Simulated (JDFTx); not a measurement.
ZrSi2(110) slab cut from bulk ZrSi2 (space group Cmcm, indices of the conventional cell, lattice of the Materials Project entry mp-1515, not re-optimised): 14 atoms in 14 planes, a 1x1 cell of 28.14 Å² (|a| = 3.673, |b| = 7.660 Å), 7.7 Å between the outermost planes, Si outermost, slab composition Zr4Si10, cell height 23.5 Å, 6×4×1 k mesh, Fermi smearing 0.01 Ha, no spin polarisation. Whether this polymorph is the ambient one wasn't checked. Neither spin polarisation nor a larger cell was tried.

Computed with a modified build of JDFTx: PBE, GBRV ultrasoft potentials, plane waves to 20/100 Ha. Liquid: CANDLE, water, 0.5 M NaCl. Between zero charge and 0.16 V from it the run gives σ = 1.9 μC/cm², a mean capacitance of 12.2 μF/cm². The liquid has ε = 78.4, a 1:1 salt at 0.5 M with linear (Debye) response, and T = 298 K.

Working it through: the Debye length, the diffuse-layer capacitance, and the inner capacitance that is left when the two stand in series.

Each ion has density c = 0.5 × 6.022×10⁻⁴ = 3.011e-04 Å⁻³. λ² = ε kT / (8π (e²/4πε₀) c) with kT = 0.02568 eV and e²/4πε₀ = 14.40 eV Å gives λ = 4.30 Å; the log prints 4.30 Å. C_diffuse = ε₀ε/λ = 161 μF/cm². Then 1/C_inner = 1/12.2 − 1/161, so C_inner = 13.2 μF/cm², which equals a vacuum gap of ε₀/C_inner = 0.67 Å. The diffuse layer takes 8 % of the potential drop; the rest lies between the electrode's charge and the onset of the dielectric, with the electrode's own (quantum) capacitance in it. The split is a model: in the calculation solvent and ions share one smooth cavity.
